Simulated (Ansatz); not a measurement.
Relaxed structures of Al for which phonons were computed (DFPT at Γ and, for small cells, zone-boundary points). Level of theory: r2SCAN (plane waves to 500 eV, PAW, scalar-relativistic; Ansatz, a program for electronic structure).

```csv
structure,"E − E(Fm-3m, cF4, fcc (Cu type)) (eV/atom)",V (Å³/atom)
"Fm-3m, cF4, fcc (Cu type)",0.00,15.91
"P6₃/mmc, hP2, hcp (Mg type)",0.04,16.01
"Im-3m, cI2, bcc (W type)",0.11,16.20
"P6/mmm, hP3",0.14,16.46
```

Problem. Which of them are dynamically unstable at the sampled points?

Solution. 
- Fm-3m, cF4, fcc (Cu type): nothing beyond 15i cm⁻¹
- P6₃/mmc, hP2, hcp (Mg type): nothing beyond 15i cm⁻¹
- Im-3m, cI2, bcc (W type): unstable, lowest mode about 115i cm⁻¹
- P6/mmm, hP3: unstable, lowest mode about 95i cm⁻¹

Probably no minimum, since a slightly shaken restart fell lower: P6/mmm, hP3 (by 0.14 eV/atom, to Fm-3m). 1 run with a doubtful electronic state, a coarser numerical grid, an end not at rest or a source that can't be used is left out. Each run could gain symmetry but not lose that of its start, so entries can be saddle points. From databases, or of a type measured for this composition: Fm-3m, cF4, fcc (Cu type); the others are generated cells (placed on structure types, drawn at random, substituted or restacked) that were not matched to a known phase here. Energies are at zero temperature and pressure, without zero-point motion. No spin polarisation in the result.
